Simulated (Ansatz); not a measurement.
Cu2O:
```
CELL_PARAMETERS angstrom
      3.00176     1.73307     2.44967
     -3.00176     1.73307     2.44967
      0.00000    -3.46613     2.44967
ATOMIC_POSITIONS crystal
  Cu 0.00000 0.00000 0.50000
  Cu 0.00000 0.50000 0.00000
  Cu 0.50000 0.50000 0.50000
  Cu 0.50000 0.00000 0.00000
  O  0.24992 0.24992 0.24992
  O  0.75008 0.75008 0.75008
```

Relaxed with r²SCAN.

Problem. Give the Bader charges and basin volumes of the independent atoms, r²SCAN in the plane-wave PAW code Ansatz.

Solution. 

```json
[
 {"atom": "Cu1", "Bader charge (e)": "+0.57", "Bader volume (Å³)": "13.9"},
 {"atom": "O5", "Bader charge (e)": "-1.14", "Bader volume (Å³)": "10.4"}
]
```

Space group Pn-3m. The cell was relaxed with r²SCAN under the symmetry of its start. The workflow began spin-polarised and lost its moments. No Hubbard U is applied.

Potentials: the earlier of the program's two PAW sets. The files were generated under PBE; for other functionals the program regenerates the frozen cores, and for LDA and PBEsol the local potential too.
